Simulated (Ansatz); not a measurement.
LiSnF3 (R3m) at 2 levels of theory

One geometry, relaxed with PBE; plane waves with PAW potentials in Ansatz, scalar-relativistic. No spin polarisation. Gaps are the least over mesh and band path; pressure is positive in compression.

```
Li Sn F
1.0
     2.90895    1.67948    2.49869
    -2.90895    1.67948    2.49869
     0.00000   -3.35897    2.49869
Li Sn F
1 1 3
Direct
  0.97771 0.97771 0.97771
  0.40203 0.40203 0.40203
  0.05069 0.52365 0.05069
  0.05069 0.05069 0.52365
  0.52365 0.05069 0.05069
```

| level | cutoff (eV) | k mesh | gap (eV) | pressure (GPa) |
| --- | --- | --- | --- | --- |
| PBE | 420 | 6×6×6 | 3.91 | 0.0 |

Question: What comes out on the same cell with PBEsol?

Answer:
```tsv
level	cutoff (eV)	k mesh	gap (eV)	pressure (GPa)
PBEsol	420	6×6×6	3.81	-2.9
```

It was reached by relaxing an invented guess, and it needn't be the stable form of this composition.
